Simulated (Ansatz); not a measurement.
Consider the following.

SnO2:
```cif
data_O4Sn2
_chemical_formula_sum 'Sn2 O4'
_space_group_name_H-M_alt 'P 1'
_space_group_IT_number 1
_cell_length_a 4.76924
_cell_length_b 4.76924
_cell_length_c 3.21195
_cell_angle_alpha 90.000
_cell_angle_beta 90.000
_cell_angle_gamma 90.000
loop_
_space_group_symop_operation_xyz
  'x, y, z'
loop_
_atom_site_label
_atom_site_type_symbol
_atom_site_fract_x
_atom_site_fract_y
_atom_site_fract_z
_atom_site_occupancy
Sn1 Sn 0.50000 0.50000 0.50000 1
Sn2 Sn 0.00000 0.00000 0.00000 1
O1 O 0.30628 0.30628 0.00000 1
O2 O 0.69372 0.69372 0.00000 1
O3 O 0.80628 0.19372 0.50000 1
O4 O 0.19372 0.80628 0.50000 1
```

This is the PBEsol-relaxed structure.

All from PBEsol (plane waves, PAW; program Ansatz), unless another level is named. Estimate the electron effective mass with spin–orbit coupling.

0.17, 0.19, 0.19 mₑ (principal values).

Give the hole effective mass with spin–orbit coupling.

1.3, 1.3, 1.7 mₑ (principal values).

Give the band gap.

0.92 eV (direct).

And the valence-band maximum?

at Γ.

Next, the weight of the conduction-edge state by species (Voronoi cells)?

O 53 %, Sn 47 %.

Space group P4_2/mnm (rutile). Symmetry was held in the PBEsol relaxation. Spin–orbit coupling is left out wherever it is not named.

Potentials: the later of the program's two PAW sets.
